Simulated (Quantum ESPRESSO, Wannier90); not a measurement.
**Tight-binding from DFT: ZrN (NiAs type)**

Materials Project entry mp-1093992; symmetrised, unrelaxed at this level. Not found in the COD (Crystallography Open Database) copy used, which has the formula in other groups; not checked further. Method: PBEsol plane waves in Quantum ESPRESSO 7.5 (PseudoDojo norm-conserving files, 68 Ry, spinors with spin-orbit coupling), Bloch states on a 6×6×4 mesh through Γ, Wannier90 4.0.1. Density: 12×12×6 mesh, cold smearing 0.01 Ry.

On the energy scale of pw.x, whose zero is arbitrary, the Fermi level lies at 17.17 eV.

Input w.win:

```
num_bands = 4
num_wann = 4
exclude_bands = 1-16,21-78
spinors = true
num_iter = 800
conv_tol = 1.0e-6
conv_window = 4
write_hr = true
write_u_matrices = true
auto_projections = true
begin unit_cell_cart
ang
    3.1872497973    0.0000000000    0.0000000000
   -1.5936248986    2.7602392926    0.0000000000
    0.0000000000    0.0000000000    5.4901700000
end unit_cell_cart
begin atoms_frac
Zr   0.3333333333 -0.3333333333  0.2500000000
Zr  -0.3333333333  0.3333333333 -0.2500000000
N    0.0000000000  0.0000000000  0.0000000000
N    0.0000000000  0.0000000000  0.5000000000
end atoms_frac
mp_grid = 6 6 4
begin kpoints
0.0000000000 0.0000000000 0.0000000000
0.0000000000 0.0000000000 0.2500000000
0.0000000000 0.0000000000 0.5000000000
... (141 more lines: the 6x6x4 mesh through Gamma)
end kpoints
```

Input of pw2wannier90.x that gives the overlap and projection files (equivalent; here they were cut from one run over all bands):

```
&inputpp
  outdir = './out'
  prefix = 'pwscf'
  seedname = 'w'
  write_amn = .true.
  write_mmn = .true.
  atom_proj = .true.
  atom_proj_exclude = 1 2 3 4 5 6 7 8 9 10 11 12 13 14 15 16 17 18 19 20 21 22 23 24 25 26 27 28 29 30 31 32 33 34 35 36 37 38 39 40 43 44 45 46 47 48 51 52 53 54 55 56
/
```

Output w.wout (banner and timings cut):

```
                                    ------
                                    SYSTEM
                                    ------

                              Lattice Vectors (Ang)
                    a_1     3.187250   0.000000   0.000000
                    a_2    -1.593625   2.760239   0.000000
                    a_3     0.000000   0.000000   5.490170

                   Unit Cell Volume:      48.30017  (Ang^3)

                        Reciprocal-Space Vectors (Ang^-1)
                    b_1     1.971350   1.138160  -0.000000
                    b_2     0.000000   2.276319   0.000000
                    b_3     0.000000  -0.000000   1.144443

 *----------------------------------------------------------------------------*
 |   Site       Fractional Coordinate          Cartesian Coordinate (Ang)     |
 +----------------------------------------------------------------------------+
 | zr   1   0.33333  -0.33333   0.25000   |    1.59362  -0.92008   1.37254    |
 | zr   2  -0.33333   0.33333  -0.25000   |   -1.59362   0.92008  -1.37254    |
 | n    1   0.00000   0.00000   0.00000   |    0.00000   0.00000   0.00000    |
 | n    2   0.00000   0.00000   0.50000   |    0.00000   0.00000   2.74508    |
 *----------------------------------------------------------------------------*
                                ------------
                                K-POINT GRID
                                ------------

             Grid size =  6 x  6 x  4      Total points =  144

 *---------------------------------- MAIN ------------------------------------*
 |  Number of Wannier Functions               :                 4             |
 |  Number of Objective Wannier Functions     :                 4             |
 |  Number of input Bloch states              :                 4             |
 |  Output verbosity (1=low, 5=high)          :                 1             |
 |  Timing Level (1=low, 5=high)              :                 1             |
 |  Optimisation (0=memory, 3=speed)          :                 3             |
 |  Length Unit                               :               Ang             |
 |  Post-processing setup (write *.nnkp)      :                 F             |
 |  Using Gamma-only branch of algorithms     :                 F             |
 *----------------------------------------------------------------------------*
 *------------------------------- WANNIERISE ---------------------------------*
 |  Total number of iterations                :               800             |
 |  Number of CG steps before reset           :                 5             |
 |  Trial step length for line search         :             2.000             |
 |  Convergence tolerence                     :         0.100E-05             |
 |  Convergence window                        :                 4             |
 |  Iterations between writing output         :                 1             |
 |  Iterations between backing up to disk     :               100             |
 |  Write r^2_nm to file                      :                 F             |
 |  Write xyz WF centres to file              :                 F             |
 |  Write on-site energies <0n|H|0n> to file  :                 F             |
 |  Use guiding centre to control phases      :                 F             |
 |  Use phases for initial projections        :                 F             |
 *----------------------------------------------------------------------------*
 *-------------------------------- PLOTTING ----------------------------------*
 |  Plotting Hamiltonian in WF basis          :                 T             |
 *----------------------------------------------------------------------------*

       ... (k-mesh section left out)

 Starting a new Wannier90 calculation ...

 Reading overlaps from w.mmn

 Reading projections from w.amn

 *------------------------------- WANNIERISE ---------------------------------*
 +--------------------------------------------------------------------+<-- CONV
 | Iter  Delta Spread     RMS Gradient      Spread (Ang^2)            |<-- CONV
 +--------------------------------------------------------------------+<-- CONV

 ------------------------------------------------------------------------------
 Initial State
  WF centre and spread    1  (  0.000000, -0.000000,  0.000000 )     1.13077112
  WF centre and spread    2  (  0.000000, -0.000000,  0.000000 )     1.13077112
  WF centre and spread    3  ( -0.000000,  0.000000,  2.745085 )     1.13077112
  WF centre and spread    4  ( -0.000000, -0.000000,  2.745085 )     1.13077112
  Sum of centres and spreads (  0.000000, -0.000000,  5.490170 )     4.52308448

      0     0.452E+01     0.0000000000        4.5230844783  <-- CONV
        O_D=      0.0000171 O_OD=      0.0046988 O_TOT=      4.5230845 <-- SPRD
 ------------------------------------------------------------------------------
      1    -0.405E-05     0.0018239244        4.5230804263  <-- CONV
        O_D=      0.0000171 O_OD=      0.0046948 O_TOT=      4.5230804 <-- SPRD
      2    -0.476E-07     0.0002758132        4.5230803787  <-- CONV
        O_D=      0.0000171 O_OD=      0.0046947 O_TOT=      4.5230804 <-- SPRD
      3    -0.553E-08     0.0000751231        4.5230803731  <-- CONV
        O_D=      0.0000171 O_OD=      0.0046947 O_TOT=      4.5230804 <-- SPRD
      4    -0.163E-08     0.0000412199        4.5230803715  <-- CONV
        O_D=      0.0000171 O_OD=      0.0046947 O_TOT=      4.5230804 <-- SPRD
      5    -0.294E-09     0.0000178907        4.5230803712  <-- CONV
        O_D=      0.0000171 O_OD=      0.0046947 O_TOT=      4.5230804 <-- SPRD
             <<<     Delta < 1.000E-06  over  4 iterations     >>>
             <<< Wannierisation convergence criteria satisfied >>>
 Final State
  WF centre and spread    1  (  0.000000, -0.000000,  0.000000 )     1.13077009
  WF centre and spread    2  (  0.000000, -0.000000,  0.000000 )     1.13077009
  WF centre and spread    3  ( -0.000000,  0.000000,  2.745085 )     1.13077009
  WF centre and spread    4  ( -0.000000,  0.000000,  2.745085 )     1.13077009
  Sum of centres and spreads (  0.000000, -0.000000,  5.490170 )     4.52308037

         Spreads (Ang^2)       Omega I      =     4.518368574
        ================       Omega D      =     0.000017092
                               Omega OD     =     0.004694706
    Final Spread (Ang^2)       Omega Total  =     4.523080371
```
